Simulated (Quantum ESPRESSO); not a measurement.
MoSnAg2Ti2InTa, different elements on one site, starting from this cell

A calculation, not a measurement. The program is pw.x of Quantum ESPRESSO 7.5 (plane-wave density functional theory). The cell is made up: eight metal atoms on a face-centred cubic lattice, with elements, volume, strain and displacements drawn at random and not relaxed, so it may be unstable or far from any real phase. PseudoDojo standard norm-conserving files set the functional (PBE unless stated); there is no spin polarisation or spin-orbit coupling, the Fermi-Dirac width of 0.25 eV means electrons at about 2900 K, and the masses in the input are unused placeholders. The tin pseudopotential is less sure than most, with forces differing by about three percent from a second method on plain tin. Heavy elements are run without spin-orbit coupling, which real alloys of them have. A spin test at this wide smearing found no moment, but such smearing suppresses magnetism that the real alloy may have.

The runs put different elements on site 5. Cell, positions, cutoff, mesh and smearing stay as in the input of run 1; sites are counted in its order. Stress in the tables is positive in tension.

Input of run 1:

```
&control calculation='scf', pseudo_dir='./dojo.nc.sr.pbe.v0_5.standard.upf', outdir='./o', disk_io='minimal', tprnfor=.true., tstress=.true. /
&system ibrav=0, nat=8, ntyp=6, nbnd=72, ecutwfc=84.00895049, nosym=.true., tot_charge=0,
 occupations='smearing', smearing='fd', degauss=0.0183746611
/
&electrons conv_thr=1.470e-08, electron_maxstep=70, mixing_beta=0.5 /
ATOMIC_SPECIES
Ag 1.0 Ag.upf
In 1.0 In.upf
Mo 1.0 Mo.upf
Sn 1.0 Sn.upf
Ta 1.0 Ta.upf
Ti 1.0 Ti.upf
CELL_PARAMETERS angstrom
0.0194 -2.2067 -2.184
-6.5449 -2.1531 0.0045
-2.1746 4.2985 -6.4178
ATOMIC_POSITIONS angstrom
Mo 0.0296 0.0117 -0.1296
Sn -2.1971 1.9946 -4.3342
Ag -2.2749 0.1203 -2.1629
Ti -4.3114 2.073 -6.5145
In -4.355 -0.0491 -4.2632
Ta -4.5159 -2.1298 -2.1833
Ag -6.5117 -0.163 -6.2037
Ti -6.4836 -2.1842 -4.3652
K_POINTS automatic
8 4 3 1 1 1
```

| run | elements on sites 1 to 8 | -TS (eV) | pressure (GPa) | stress xx (GPa) | stress yy (GPa) | stress zz (GPa) | stress yz (GPa) | stress xz (GPa) | stress xy (GPa) | iterations |
| --- | --- | --- | --- | --- | --- | --- | --- | --- | --- | --- |
| 1 | Mo Sn Ag Ti In Ta Ag Ti | -1.755 | -7.62 | 8.62 | 6.87 | 7.37 | 0.17 | -0.20 | -0.54 | 18 |
| 2 | Mo Sn Ag Ti Sn Ta Ag Ti | -1.777 | -6.91 | 7.44 | 6.37 | 6.93 | -0.78 | 0.11 | -1.02 | 17 |
| 3 | Mo Sn Ag Ti W Ta Ag Ti | -1.882 | -14.12 | 12.53 | 14.62 | 15.22 | 0.12 | -2.78 | 1.35 | 21 |
| 4 | Mo Sn Ag Ti Mo Ta Ag Ti | -1.944 | -13.72 | 12.53 | 14.01 | 14.61 | -0.18 | -2.80 | 1.40 | 21 |

Forces Fx Fy Fz (eV/Å):

| site | run 1 | run 2 | run 3 | run 4 |
| --- | --- | --- | --- | --- |
| 1 | 0.30 0.35 -0.34 | 0.34 0.36 -0.35 | 0.33 0.29 -0.24 | 0.33 0.30 -0.26 |
| 2 | 0.40 1.00 -0.71 | 0.73 1.14 -0.83 | -0.59 0.52 -0.15 | -0.59 0.51 -0.13 |
| 3 | 0.60 -0.86 0.67 | 0.71 -0.87 0.70 | 0.32 -0.70 0.53 | 0.34 -0.72 0.55 |
| 4 | -0.11 0.60 -0.51 | -0.10 0.49 -0.38 | -0.03 0.08 0.01 | -0.04 0.11 -0.02 |
| 5 | -0.64 -0.06 0.04 | -0.96 -0.18 0.12 | -0.57 -0.57 0.56 | -0.46 -0.49 0.49 |
| 6 | -0.36 -0.87 0.88 | -0.33 -0.79 0.80 | -0.01 0.00 -0.05 | -0.03 -0.03 -0.02 |
| 7 | -0.05 1.02 -1.22 | -0.14 1.05 -1.26 | 0.30 0.85 -1.11 | 0.25 0.84 -1.10 |
| 8 | -0.14 -1.18 1.18 | -0.25 -1.21 1.20 | 0.25 -0.47 0.45 | 0.21 -0.52 0.49 |

Energies are left out, as each element's file has its own zero. A rerun of one cell of this series at a higher cutoff and on a denser mesh moved values by no more than 0.006 eV in energy, 0.10 GPa in stress and 0.013 eV/Å in force, and a second program with other atomic files agreed on that cell to 2 % rms in force and 0.5 GPa in pressure.